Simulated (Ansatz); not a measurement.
SiOs (CsCl type, Pm-3m), the program Ansatz at the LDA level (PAW), all energies at zero smearing, with the estimated change up to a 700 eV cutoff added, with one set of potentials and settings (totals compare only within such a set). Cell of 2 atoms (1 Si, 1 Os): -11728.984 eV.

```csv
element,reference phase,E (eV/atom)
Si,"Fd-3m, 2 atoms in the cell",-608.6500
Os,"P6_3/mmc, 2 atoms in the cell",-11119.5358
```

Formation energy per atom, worked out: (-11728.984 − 1×(-608.6500) − 1×(-11119.5358))/2 = -0.399 eV/atom (-39 kJ per mol of atoms), at 0 K, without zero-point energy or fitted corrections.

The first step of the workflow began from a Materials Project structure, measured or hypothetical; the Crystallography Open Database copy checked does not list it. COD files the formula under space group No. 198, so this cell is another polymorph or a model. Whether it is the stable phase at ambient conditions was not checked. The cell was relaxed with LDA under the symmetry of its start; whether a distortion lowers the energy is not shown. The run is not spin-polarised. The references are the lowest solids computed at this level, not always the standard phases. Scalar-relativistic: spin–orbit coupling is off unless named, which matters more the heavier the elements.

Potentials: the earlier of the program's two PAW sets.
